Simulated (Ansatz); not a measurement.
## hcp against bcc along group 15

Level of theory: DFT, PBEsol, plane waves (420 eV) with PAW, scalar-relativistic (Ansatz 0.2.0). The PAW files were generated under PBE, with cores re-solved for the functional.

Each structure is relaxed within its symmetry, in the lowest magnetic state of the tried starts. Differences under about 8 meV lie within the error of the k-point mesh.

```
element  E(hcp) − E(bcc) (meV/atom)  V(hcp) (Å³/atom)  V(bcc) (Å³/atom)       state of hcp       state of bcc
     As                           ?                 ?                 ?                  ?                  ?
     Sb                          48             26.09             25.98  spin not included  spin not included
     Bi                          13             30.06             30.09  spin not included  spin not included
```

**Question.** Fill in the row of As.

**Answer.** E(hcp) − E(bcc) (meV/atom): 73; V(hcp) (Å³/atom): 18.38; V(bcc) (Å³/atom): 18.13; state of hcp: spin not included; state of bcc: spin not included.
